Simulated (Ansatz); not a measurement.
Bi:
```cif
data_Bi6
_chemical_formula_sum 'Bi6'
_space_group_name_H-M_alt 'R-3m :H'
_space_group_IT_number 166
_space_group_name_Hall '-R 3 2"'
_cell_length_a 4.52547
_cell_length_b 4.52547
_cell_length_c 11.64861
_cell_angle_alpha 90.000
_cell_angle_beta 90.000
_cell_angle_gamma 120.000
loop_
_atom_site_label
_atom_site_type_symbol
_atom_site_symmetry_multiplicity
_atom_site_Wyckoff_symbol
_atom_site_fract_x
_atom_site_fract_y
_atom_site_fract_z
_atom_site_occupancy
Bi1 Bi 6 c 0.00000 0.00000 0.23669 1
```
(The calculation used a cell of 2 atoms; values per cell refer to that cell.)

Relaxed with DFT-PBEsol in the program Ansatz with PAW potentials. Indices refer to the conventional cell of R-3m, a = 4.5255 Å, b = 4.5255 Å, c = 11.6486 Å, α = 90.00°, β = 90.00°, γ = 120.00°.

Problem. Simulate the powder diffraction pattern (Co Kα, λ = 1.79026 Å; lines above 1 %) up to 2θ = 90°.

Solution. Simulated powder pattern, Co Kα, λ = 1.79026 Å (kinematic, ideal powder, no thermal factors, no anomalous dispersion; the 30 strongest lines at most, above 1 %, up to 2θ = 90°):

```
2θ (°)  d (Å)  I/Imax (%)         hkl
------  -----  ----------  ----------
26.66   3.883         3.3      (0003)
27.89   3.715         1.0  (1 0 -1 1)
31.96   3.252         100  (0 1 -1 2)
45.03   2.337          37  (1 0 -1 4)
46.61   2.263          38  (1 1 -2 0)
53.10   2.003         4.4  (0 1 -1 5)
54.50   1.955         3.0  (1 1 -2 3)
54.91   1.941         6.2      (0006)
57.63   1.857          20  (2 0 -2 2)
66.81   1.626          12  (0 2 -2 4)
71.52   1.532         3.5  (1 0 -1 7)
73.30   1.500         1.8  (2 0 -2 5)
74.82   1.473          16  (1 1 -2 6)
77.15   1.436          19  (1 2 -3 2)
81.96   1.365         5.1  (0 1 -1 8)
85.37   1.320          14  (2 1 -3 4)
86.50   1.306         7.5  (3 0 -3 0)
87.51   1.294         1.1      (0009)
89.77   1.268         2.2  (0 2 -2 7)
```

The cell was relaxed with PBEsol under the symmetry of its start; of distortions, only those at the zone centre were tested. Axis ratios of metals converge slowly with the k-mesh, so a and c are less sure than the volume. Scalar-relativistic: spin–orbit coupling is off unless named, which matters more the heavier the elements.

Potentials: the earlier of the program's two PAW sets.
